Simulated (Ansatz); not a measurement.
Ansatz (a quantum-chemistry and plane-wave program) input:

Ansatz 0.2 input:
```yaml
crystal:
  lattice:
    - [2.9854870088, 0.0, 0.0]
    - [-1.4927435044, 2.5855075923, 0.0]
    - [0.0, 0.0, 13.4376676879]
  atoms:
    - { symbol: V, position: [0.3333333333, 0.6666666667, 0.0778966341] }
    - { symbol: V, position: [0.6666666667, 0.3333333333, 0.9221033659] }
    - { symbol: V, position: [0.6666666667, 0.3333333333, 0.5778966341] }
    - { symbol: V, position: [0.3333333333, 0.6666666667, 0.4221033659] }
    - { symbol: In, position: [0.3333333333, 0.6666666667, 0.75] }
    - { symbol: In, position: [0.6666666667, 0.3333333333, 0.25] }
    - { symbol: C, position: [0.0, 0.0, 0.0] }
    - { symbol: C, position: [0.0, 0.0, 0.5] }
kpoints:
  mp_grid: { grid: [12, 12, 3] }
  band_path:
    path:
      - [[0.0, 0.0, 0.0], [0.5, 0.0, 0.0], [0.3333333333, 0.3333333333, 0.0], [0.0, 0.0, 0.0], [0.0, 0.0, 0.5], [0.5, 0.0, 0.5], [0.3333333333, 0.3333333333, 0.5], [0.0, 0.0, 0.5]]  # Γ-M-K-Γ-A-L-H-A
      - [[0.5, 0.0, 0.5], [0.5, 0.0, 0.0]]  # L-M
      - [[0.3333333333, 0.3333333333, 0.5], [0.3333333333, 0.3333333333, 0.0]]  # H-K
    npoints: 8
basis: { xc_grid: 2 }
hamiltonian:
  xc: pbesol
  pseudopotentials: { kind: paw }
magnetization: { noncollinear: true, spin_orbit: true }
scf:
  n_extra_bands: 16
  convergence: { dr2_threshold: 0.0000000001 }
  occupations: { method: gaussian, width: 0.05 }
output: { eigenvalues: true }
```

Output (shortened):

```
Pseudopotential: V, paw_fr, valence charge 13
Pseudopotential: In, paw_fr, valence charge 13
Pseudopotential: C, paw_fr, valence charge 4
Functional definition: PBEsol
non-collinear run that drives no moment, with spin-orbit …
Crystal: 8 atoms, lattice volume = 103.725 Å³
Basis set: ecut = 420 eV, 1965 PW (Γ), exchange–correlation on 40×40×180 points (8 copies of the dense FFT grid, shifted against one another)
Bands: 102, of which v1, the nominal top of the filled ones, is band 86 counted from 1 (85 counted from 0)
Symmetry: 24 space group operations + 24 with time reversal
k-points: 38 of 432
Projection manifold: j_resolved (fully-relativistic pseudo-atomic orbitals)
SCF iter   1: F=—  HF=-23096.519983 eV  |F-HF|=—  |Δ(HF+E_count)|=         —  Δρ=8.72e-2  dr2=1.69e1  dr2_m=0.00e0 (ungated)  ethr=3.10e-3  |M|=0.00e0 ∫|m|=0.00e0 μB  |m|>n=0.0e0 m-floor=0.0e0 τ_xc=0.0e0  β_m=0.30  ⟨swp⟩=5.4  Hψ=7984  notcnv=0
preconditioner: auto → Kerker (q_TF=auto, 2.644 Å⁻¹)
spin=Noncollinear: Kerker preconditioning applied to the charge; magnetization (m_x, m_y, m_z) channels mix plain (no charge-response kernel on spin).
SCF iter   2: F=—  HF=-23094.445251 eV  |F-HF|=—  |Δ(HF+E_count)|=    2.07e0  Δρ=4.27e-2  dr2=7.96e0  dr2_m=0.00e0 (ungated)  ethr=3.10e-3  |M|=0.00e0 ∫|m|=0.00e0 μB  |m|>n=0.0e0 m-floor=0.0e0 τ_xc=0.0e0  β_m=0.43  ⟨swp⟩=2.0  Hψ=3175  notcnv=0  defer=298
preconditioner: auto → Resta (q_TF=auto, 2.644 Å⁻¹)
spin=Noncollinear: Resta preconditioning applied to the charge; magnetization (m_x, m_y, m_z) channels mix plain (no charge-response kernel on spin).
SCF iter   3: F=—  HF=-23093.174476 eV  |F-HF|=—  |Δ(HF+E_count)|=    1.27e0  Δρ=1.69e-2  dr2=1.11e0  dr2_m=0.00e0 (ungated)  ethr=3.10e-3  |M|=0.00e0 ∫|m|=0.00e0 μB  |m|>n=0.0e0 m-floor=0.0e0 τ_xc=0.0e0  β_m=0.54  ⟨swp⟩=2.3  Hψ=2613  notcnv=0  defer=298
SCF iter   4: F=—  HF=-23092.968082 eV  |F-HF|=—  |Δ(HF+E_count)|=   2.06e-1  Δρ=6.64e-3  dr2=6.00e-2  dr2_m=0.00e0 (ungated)  ethr=1.29e-3  |M|=0.00e0 ∫|m|=0.00e0 μB  |m|>n=0.0e0 m-floor=0.0e0 τ_xc=0.0e0  β_m=0.67  ⟨swp⟩=2.4  Hψ=2757  notcnv=0  defer=294
SCF iter   5: F=—  HF=-23092.951780 eV  |F-HF|=—  |Δ(HF+E_count)|=   1.63e-2  Δρ=1.08e-3  dr2=1.30e-3  dr2_m=0.00e0 (ungated)  ethr=6.97e-5  |M|=0.00e0 ∫|m|=0.00e0 μB  |m|>n=0.0e0 m-floor=0.0e0 τ_xc=0.0e0  β_m=0.77  ⟨swp⟩=2.0  Hψ=2514  notcnv=0  defer=294
SCF iter   6: F=—  HF=-23092.951514 eV  |F-HF|=—  |Δ(HF+E_count)|=   2.66e-4  Δρ=2.33e-4  dr2=6.68e-5  dr2_m=0.00e0 (ungated)  ethr=1.52e-6  |M|=0.00e0 ∫|m|=0.00e0 μB  |m|>n=0.0e0 m-floor=0.0e0 τ_xc=0.0e0  β_m=0.82  ⟨swp⟩=2.0  Hψ=2427  notcnv=0  defer=294
SCF iter   7: F=—  HF=-23092.951490 eV  |F-HF|=—  |Δ(HF+E_count)|=   2.39e-5  Δρ=7.17e-5  dr2=5.58e-6  dr2_m=0.00e0 (ungated)  ethr=7.77e-8  |M|=0.00e0 ∫|m|=0.00e0 μB  |m|>n=0.0e0 m-floor=0.0e0 τ_xc=0.0e0  β_m=0.91  ⟨swp⟩=2.0  Hψ=2817  notcnv=0  defer=294
SCF iter   8: F=—  HF=-23092.951533 eV  |F-HF|=—  |Δ(HF+E_count)|=   4.33e-5  Δρ=1.09e-5  dr2=9.30e-8  dr2_m=0.00e0 (ungated)  ethr=6.49e-9  |M|=0.00e0 ∫|m|=0.00e0 μB  |m|>n=0.0e0 m-floor=0.0e0 τ_xc=0.0e0  β_m=0.90  ⟨swp⟩=2.0  Hψ=2559  notcnv=0  defer=294
SCF iter  11: F=-23092.951533 eV  HF=-23092.951533 eV  |F-HF|=1.82e-11  |Δ(HF+E_count)|=   1.16e-9  Δρ=2.61e-7  dr2=5.93e-11  dr2_m=0.00e0 (ungated)  ethr=1.00e-12  |M|=0.00e0 ∫|m|=0.00e0 μB  |m|>n=0.0e0 m-floor=0.0e0 τ_xc=0.0e0  ⟨swp⟩=9.2  Hψ=7739  notcnv=0
SCF 1 converged in 11 iterations: F = -23092.951533 eV  dr2 = 5.93e-11
NSCF: frozen V_eff on 75 k-points
SCF converged after 11 iterations
Magnetization: |M| = 0.0000 μB,  M = (+0.0000, +0.0000, +0.0000) μB
Absolute magnetization: 0.0000 μB (∫|m|)
  site 0: m = (+0.0000, +0.0000, +0.0000) μB, |m| = 0.0000 μB  (R = 0.83 Å)
  site 1: m = (+0.0000, +0.0000, +0.0000) μB, |m| = 0.0000 μB  (R = 0.83 Å)
  site 2: m = (+0.0000, +0.0000, +0.0000) μB, |m| = 0.0000 μB  (R = 0.83 Å)
  site 3: m = (+0.0000, +0.0000, +0.0000) μB, |m| = 0.0000 μB  (R = 0.83 Å)
  site 4: m = (+0.0000, +0.0000, +0.0000) μB, |m| = 0.0000 μB  (R = 1.19 Å)
  site 5: m = (+0.0000, +0.0000, +0.0000) μB, |m| = 0.0000 μB  (R = 1.19 Å)
  site 6: m = (+0.0000, +0.0000, +0.0000) μB, |m| = 0.0000 μB  (R = 0.83 Å)
  site 7: m = (+0.0000, +0.0000, +0.0000) μB, |m| = 0.0000 μB  (R = 0.83 Å)
Free energy (F): -23092.951533 eV
Harris-Foulkes:  -23092.951533 eV  (|F-HF|=1.82e-11)
Internal energy: -23092.944866 eV  (E = F + TS)
E sigma→0 (E₀):  -23092.948200 eV
Entropy (-TS):   -0.006667 eV (-0.833 meV/atom)
Fermi energy:    15.790020 eV
--- Per-component energies (eV) ---
  E_band       = -511.795714
  E_kinetic    = 2019.879462
  E_local      = -6074.102481  (includes V_loc(G=0)·N_el)
  E_nonlocal   = 608.684995
  E_hartree    = 2663.015516
  E_xc         = -1047.959646
  E_vxc        = -987.918210  (∫ρ·V_xc dr)
  E_paw        = -12705.686977  (= ΣΔE_a)
  E_vpaw       = -1404.371138  (= ΣTr[D̂ρ^β])
  E_aug_tail   = 0.001091  (compensation charges beyond the density's cutoff)
  E_ewald      = -8557.898223
  E_core_change = 1.121396  (= ΣΔE_core)
  E_smearing   = -0.006667  (= −TS)
  E_closure    =  0.000000  (closes the sum)
  Σ components = -23092.951533   (vs F -23092.951533, Δ=0.00e0)
  [band-id]    e_kinetic+e_local+e_nonlocal+2·e_hartree+e_vxc+e_vpaw+e_augmentation_tail = -511.795248   (vs E_band -511.795714, Δ=4.66e-4)
--- Band table (eV; the first three rows and the last of 38) ---
  k-point 0: bands = ["-48.4438", "-48.4438", "-48.4437", "-48.4437", "-48.3579", "-48.3579", "-48.3579", "-48.3579", "-22.9759", "-22.9759", "-22.9751", "-22.9751", "-22.7728", "-22.7728", "-22.7723", "-22.7723", "-22.1998", "-22.1998", "-22.1990", …
  k-point 1: bands = ["-48.4437", "-48.4437", "-48.4437", "-48.4437", "-48.3579", "-48.3579", "-48.3579", "-48.3579", "-22.9757", "-22.9757", "-22.9753", "-22.9753", "-22.7727", "-22.7727", "-22.7725", "-22.7725", "-22.1996", "-22.1996", "-22.1992", …
  k-point 2: bands = ["-48.4401", "-48.4401", "-48.4400", "-48.4400", "-48.3568", "-48.3568", "-48.3568", "-48.3568", "-22.9773", "-22.9773", "-22.9766", "-22.9766", "-22.7832", "-22.7832", "-22.7827", "-22.7827", "-22.2021", "-22.2021", "-22.2013", …
  k-point 37: bands = ["-48.3606", "-48.3606", "-48.3606", "-48.3606", "-48.3606", "-48.3606", "-48.3606", "-48.3606", "-22.9890", "-22.9890", "-22.9889", "-22.9889", "-22.9808", "-22.9808", "-22.9805", "-22.9805", "-22.2700", "-22.2700", "-22.2698", …
```

Cost: very roughly 2.9 core-minutes on shared cores.

Space group P6_3/mmc. The workflow started from a Materials Project entry (that database holds measured and hypothetical structures alike); the Crystallography Open Database copy checked does not list it. Whether it is the stable phase at ambient conditions was not checked. The PBEsol relaxation kept the symmetry of its start; of distortions, only those at the zone centre were tested. The run is not spin-polarised.

Potentials: the later of the program's two PAW sets.

Ansatz is a plane-wave DFT program.
